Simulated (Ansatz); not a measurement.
WP (space group Pnma)

```
CELL_PARAMETERS angstrom
      5.66242     0.00000     0.00000
      0.00000     3.21033     0.00000
      0.00000     0.00000     6.18990
ATOMIC_POSITIONS crystal
  P  0.31764 0.75000 0.56512
  P  0.68236 0.25000 0.43488
  P  0.18236 0.25000 0.06512
  P  0.81764 0.75000 0.93488
  W  0.98679 0.75000 0.31172
  W  0.01321 0.25000 0.68828
  W  0.51321 0.25000 0.81172
  W  0.48679 0.75000 0.18828
```

The slice is a (100) plane (indices of the conventional cell) through the point (0.682, 0.250, 0.435) (fractional), spanned by u = [010] and v = [001] in vectors of this cell: u (3.21 Å) and v (6.19 Å, at 90° to u). It covers one period; positions are fractions (u, v).

All values below come from LDA (plane waves to 420 eV, PAW, scalar-relativistic; Ansatz, a first-principles code). k mesh 8×14×8. Inside the PAW spheres the values are not all-electron values, and peaks at nuclei hang on which shells count as valence. Spin-orbit coupling is left out, though W is heavy. WP is run without spin polarisation. WP was relaxed with its symmetry unable to fall.

Task: Sketch the electron localisation function (ELF) on this plane as a map.

Result: 
```tsv
v \ u	0.00	0.08	0.17	0.25	0.33	0.42	0.50	0.58	0.67	0.75	0.83	0.92
0.88	0.64	0.71	0.77	0.71	0.53	0.36	0.30	0.36	0.53	0.71	0.77	0.71
0.75	0.19	0.19	0.20	0.21	0.21	0.22	0.23	0.22	0.21	0.21	0.20	0.19
0.62	0.19	0.24	0.36	0.47	0.53	0.54	0.54	0.54	0.53	0.47	0.36	0.24
0.50	0.16	0.20	0.39	0.64	0.76	0.75	0.73	0.75	0.76	0.64	0.39	0.20
0.38	0.28	0.27	0.27	0.38	0.53	0.58	0.58	0.58	0.53	0.38	0.27	0.27
0.25	0.26	0.27	0.27	0.24	0.19	0.14	0.12	0.14	0.19	0.24	0.27	0.27
0.12	0.85	0.83	0.74	0.54	0.26	0.08	0.04	0.08	0.26	0.54	0.74	0.83
0.00	x	x	0.39	0.74	0.64	0.37	0.24	0.37	0.64	0.74	0.39	x
```

Values: electron localisation function (ELF). Points within 0.5 Å of a nucleus are blanked (x), as the pseudised field means little there.
